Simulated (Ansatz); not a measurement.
Wurtzite alloy of AlN and SiC (12 of 48 Al sites, 12 of 48 N sites exchanged), 96 atoms

Ansatz, PAW, plane waves. PBEsol relaxation of cell lengths and atoms (angles held) at the single k point (¼, ¼, ¼) without its symmetry partners; single points on the relaxed atoms at the Γ point alone, onto which points of the small cell's zone fold. Arrangement: random. No spin–orbit coupling unless named.

Relaxed structure:

```
CELL_PARAMETERS angstrom
9.35255 0.00000 0.00000
0.00000 10.78555 0.00000
0.00000 0.00000 10.00284
ATOMIC_POSITIONS crystal
Si 0.16735 0.08466 0.25037
Si 0.16087 0.08238 0.75188
Si 0.00211 0.33637 0.25332
Si 0.49903 0.08304 0.75130
Si 0.33152 0.33384 0.25125
Si 0.99483 0.83207 0.75226
Si 0.82685 0.08068 0.25412
Si 0.66126 0.33545 0.75563
Si 0.49600 0.57936 0.25612
Si 0.83487 0.58483 0.25031
Si 0.99460 0.16642 0.99411
Si 0.50164 0.91858 0.50019
Al 0.99889 0.33351 0.75113
Al 0.50091 0.08314 0.25238
Al 0.32826 0.33433 0.74684
Al 0.16969 0.58363 0.23268
Al 0.16932 0.58690 0.76126
Al 0.99666 0.83672 0.25618
Al 0.83439 0.08232 0.75077
Al 0.66173 0.33480 0.24611
Al 0.49850 0.58390 0.74487
Al 0.33842 0.83759 0.24556
Al 0.33200 0.83528 0.75420
Al 0.83192 0.58024 0.75178
Al 0.66472 0.83257 0.25285
Al 0.66984 0.82865 0.75364
Al 0.00270 0.16980 0.49619
Al 0.33191 0.16451 0.50142
Al 0.33412 0.16556 0.98603
Al 0.17069 0.42172 0.49759
Al 0.16798 0.41234 0.99138
Al 0.00519 0.66558 0.49718
Al 0.99878 0.66520 0.99759
Al 0.66474 0.16869 0.49822
Al 0.67046 0.16723 0.99606
Al 0.49853 0.41440 0.49660
Al 0.49506 0.42055 0.98563
Al 0.33224 0.66551 0.49765
Al 0.33914 0.67144 0.99861
Al 0.16410 0.91877 0.49932
Al 0.16312 0.91775 0.99599
Al 0.82775 0.41316 0.49513
Al 0.83432 0.41676 0.99598
Al 0.66389 0.66584 0.50009
Al 0.66585 0.66216 0.99450
Al 0.50322 0.91698 0.99965
Al 0.83481 0.91715 0.50164
Al 0.83274 0.91478 0.99790
N 0.00205 0.16835 0.18824
N 0.00759 0.15992 0.68812
N 0.32261 0.16332 0.18608
N 0.16078 0.40165 0.19198
N 0.98671 0.67027 0.19691
N 0.99891 0.68061 0.68839
N 0.67360 0.16112 0.19237
N 0.65804 0.16315 0.69247
N 0.34651 0.67010 0.19562
N 0.33104 0.67579 0.68566
N 0.16079 0.92923 0.19340
N 0.14878 0.92162 0.69436
N 0.84743 0.42095 0.19886
N 0.82472 0.40447 0.68498
N 0.67009 0.65866 0.19695
N 0.67041 0.66931 0.68616
N 0.50521 0.92017 0.19183
N 0.50792 0.92458 0.68140
N 0.83269 0.92297 0.19383
N 0.84037 0.91151 0.69361
N 0.16523 0.08152 0.42501
N 0.15339 0.08871 0.93558
N 0.99790 0.33440 0.42634
N 0.00072 0.32000 0.94691
N 0.49910 0.07276 0.44175
N 0.50447 0.08123 0.93029
N 0.32970 0.32734 0.93953
N 0.16510 0.58852 0.42577
N 0.00103 0.83295 0.44182
N 0.99832 0.83538 0.93006
N 0.66787 0.32996 0.43296
N 0.49958 0.58988 0.93493
N 0.34081 0.84574 0.44409
N 0.83578 0.58417 0.42979
N 0.65857 0.83965 0.44497
N 0.66775 0.83373 0.94266
C 0.32858 0.14744 0.69798
C 0.15756 0.42241 0.68878
C 0.48633 0.42047 0.18486
C 0.50663 0.41059 0.69129
C 0.32993 0.32543 0.42796
C 0.17044 0.58373 0.95917
C 0.83507 0.08395 0.43341
C 0.84252 0.08287 0.94406
C 0.66758 0.33178 0.93636
C 0.50059 0.58589 0.43339
C 0.33320 0.84309 0.94367
C 0.83447 0.58304 0.94078
```

(1) What are the mean bond lengths by pair (pairs within 1.2 times the sum of covalent radii, less contacts 15 % beyond the pair's median; cation–cation pairs of compounds aside; long ionic contacts are cut short by that bound)?

(2) What gap lies between the top filled and the lowest empty level in the single points?

## Answers

(1) Al–C 1.920 ± 0.045 Å (standard deviation, 38 bonds); Al–N 1.931 ± 0.051 Å (standard deviation, 106 bonds); C–Si 1.801 ± 0.031 Å (standard deviation, 10 bonds); N–Si 1.823 ± 0.067 Å (standard deviation, 38 bonds).

(2) HSE06 3.26 eV (3.5 min on 7 threads of Neoverse-V2).
